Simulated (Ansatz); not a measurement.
## Kick test of a cell of AlB2N3

It was reached by relaxing an invented guess, and it needn't be the stable form of this composition.

Computed with Ansatz 0.2.0, DFT PBE, scalar-relativistic, plane waves, PAW. Cutoff 420 eV; k points 6×6×4 on the computed 12-atom cell (Γ-centred); Gaussian smearing, width 0.02 eV; no spin polarisation.

The cell below (12 atoms, space group Cmcm (No. 63)) is relaxed within its symmetry.

```yaml
crystal:
  lattice:
    - [4.07521, -2.35278, 0.00000]
    - [4.07521, 2.35278, 0.00000]
    - [0.00000, 0.00000, 6.76736]
  atoms:
    - { symbol: Al, position: [0.81563, 0.18437, 0.25000] }
    - { symbol: Al, position: [0.18437, 0.81563, 0.75000] }
    - { symbol: B, position: [0.15032, 0.51444, 0.25000] }
    - { symbol: B, position: [0.48556, 0.84968, 0.25000] }
    - { symbol: B, position: [0.51444, 0.15032, 0.75000] }
    - { symbol: B, position: [0.84968, 0.48556, 0.75000] }
    - { symbol: N, position: [0.18261, 0.43529, 0.75000] }
    - { symbol: N, position: [0.80124, 0.19876, 0.75000] }
    - { symbol: N, position: [0.56471, 0.81739, 0.75000] }
    - { symbol: N, position: [0.43529, 0.18261, 0.25000] }
    - { symbol: N, position: [0.19876, 0.80124, 0.25000] }
    - { symbol: N, position: [0.81739, 0.56471, 0.25000] }
```

For the test it was strained at random (σ = 1.5 % a component), the atoms were moved at random (σ = 0.05 Å), and all was relaxed again on a coarse 3×3×2 mesh (in the run’s order of axes) with 0.10 eV smearing, with no symmetry imposed.

No dispersion correction is applied, so the spacing and binding between layers, chains or molecules are poorly described.

Problem. Is the structure stable against such a distortion?

Solution. It doesn't return. The energy falls by 51 meV/atom on that mesh, the volume changes by 0.6 %, and the end has space group P-1 (No. 2) at a loose tolerance. Relaxed again on a 6×6×4 mesh with 0.02 eV smearing, the new structure lies 50 meV/atom below the first (mesh in the axes of the run's cell; the cell below is made exact in the group named). Space group P-1 (No. 2), triclinic, a = 4.666 Å, b = 4.666 Å, c = 7.037 Å, α = 92.8°, β = 90.6°, γ = 119.8°. Around Al lie 3 N at 1.82–1.88 Å and 1 N at 2.08 Å; around B on its first site lie 3 N at 1.45–1.52 Å; around B on its second site lie 3 N at 1.45–1.52 Å; N on its first site is surrounded by 2 B at 1.45 Å and 1 Al at 1.82 Å; 2 more sites not described.

```cif
data_structure
_symmetry_space_group_name_H-M 'P-1'
_symmetry_Int_Tables_number 2
_cell_length_a 4.6657
_cell_length_b 4.6661
_cell_length_c 7.0369
_cell_angle_alpha 92.817
_cell_angle_beta 90.627
_cell_angle_gamma 119.759
_cell_volume 132.72
loop_
_atom_site_label
_atom_site_type_symbol
_atom_site_symmetry_multiplicity
_atom_site_Wyckoff_symbol
_atom_site_fract_x
_atom_site_fract_y
_atom_site_fract_z
_atom_site_occupancy
Al1 Al 2 i 0.81042 0.81598 0.14141 1
B1 B 2 i 0.50257 0.17056 0.20777 1
B2 B 2 i 0.16238 0.51077 0.20777 1
N1 N 2 i 0.54971 0.16074 0.78075 1
N2 N 2 i 0.78718 0.78102 0.84566 1
N3 N 2 i 0.16936 0.54098 0.78033 1
```
